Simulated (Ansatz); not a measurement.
C, one structure, two calculations

Cell: a structure deposited in the COD (the entry's cell lengths or inner coordinates differ somewhat from later room-temperature determinations).

```
C
1.0
     2.47000    0.00000    0.00000
    -1.23500    2.13908    0.00000
     0.00000    0.00000    6.79000
C
4
Direct
  0.00000 0.00000 0.00000
  0.00000 0.00000 0.50000
  0.33333 0.66667 0.00500
  0.66667 0.33333 0.50500
```

Atoms are numbered from 1 in the order listed; like atoms form one site, named after its first atom.

First run. The numbers come from a DFT calculation in Ansatz (PBE, plane waves and PAW, scalar-relativistic, 420 eV cutoff, Γ-centred 15×15×5 k-points, Fermi–Dirac smearing 0.01 eV).

| site | atom | V_zz (10²¹ V/m²) | η |
| --- | --- | --- | --- |
| C1 | 1 | 2.36 | 0.00 |
| C3 | 3 | 2.22 | 0.00 |

Second run. The same atoms and settings, except that the functional is r2SCAN, the cutoff is 500 eV and the Fermi–Dirac smearing is 0.05 eV.

(1) What does the second run give?

## Answers

(1) 

```csv
site,atom,V_zz,η,change of V_zz
C1,1,2.49,0.00,+0.13
C3,3,2.31,0.00,+0.09
```

The largest change of V_zz is on C1, from 2.36 to 2.49. In per cent, |V_zz| changes by +4 to +5 on C (all sites that start above 2).

The largest force is 0.6 eV/Å, so the atoms aren't at the calculated equilibrium and relaxing them would move these values. The run finds no gap above 0.1 eV (a metal, or nearly one), so the gradients can move by 10 % or more with the k-mesh. Semilocal functionals make gaps too small and can close them, so the real compound need not be a metal.
For the second run: At this cell the principal stresses reach 7 GPa in size with r2SCAN, which can matter for small gradients.
